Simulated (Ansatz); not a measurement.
A generator proposed this cell of Na2H3.

```yaml
crystal:
  lattice:
    - [4.23253, 0.00000, 0.00000]
    - [0.00000, 4.23253, 0.00000]
    - [0.00000, 0.00000, 8.46505]
  atoms:
    - { symbol: Na, position: [0.00000, 0.00000, 0.75000] }
    - { symbol: Na, position: [0.00000, 0.00000, 0.25000] }
    - { symbol: H, position: [0.50000, 0.00000, 0.75000] }
    - { symbol: H, position: [0.00000, 0.50000, 0.25000] }
    - { symbol: H, position: [0.00000, 0.00000, 0.00000] }
```

All numbers below come from DFT PBE, scalar-relativistic, plane waves, PAW in Ansatz 0.2.0. Cutoff 420 eV; k points 4×4×2 on the computed 5-atom cell (Γ-centred); Gaussian smearing, width 0.10 eV; no spin polarisation.

Formation energies are uncorrected and refer to the elements' standard structures at the same level (H₂ as a molecule).

**Question.** Estimate its pressure, forces and energy as it stands.

**Answer.** The pressure is -0.3 GPa (the mean over three directions, positive in compression), the largest force is 0.20 eV/Å, and the energy is +0.60 eV/atom against the elements. The shortest distance is 2.12 Å.

**Question.** How much does it gain on relaxing, and where does it end?

**Answer.** Relaxing gains about 0.20 eV/atom (the start's value is from the coarse mesh, so the gain is rough) in 18 ionic steps and ends at +0.40 eV/atom on the finer mesh. The symmetry goes from P-4m2 (No. 115) to P4/mmm (No. 123). The volume per atom shrinks by 41.3 %, from 30.3 to 17.8 Å³. The shortest distance goes from 2.12 Å (Na–H) to 2.03 Å (Na–H). Conventional cell: a = 3.543 Å, c = 7.084 Å. Na is surrounded by 1 H at 2.03 Å and 4 H at 2.33 Å; H on a site of symmetry mmm is surrounded by 4 Na at 2.33 Å and 4 H at 2.51 Å; around H on a site of symmetry 4/mmm lie 2 Na at 2.03 Å.

The last run used a 10×10×6 mesh (in the run's order of axes) for its 5-atom cell and Gaussian smearing of 0.10 eV. The cell is a metal run without spin; a magnetic state may lie lower. With hydrogen, zero-point motion can shift formation energies by some tens of meV/atom. The relaxation can't lower the symmetry of the start. Symmetry constrained the relaxation, so the result can be a saddle point.
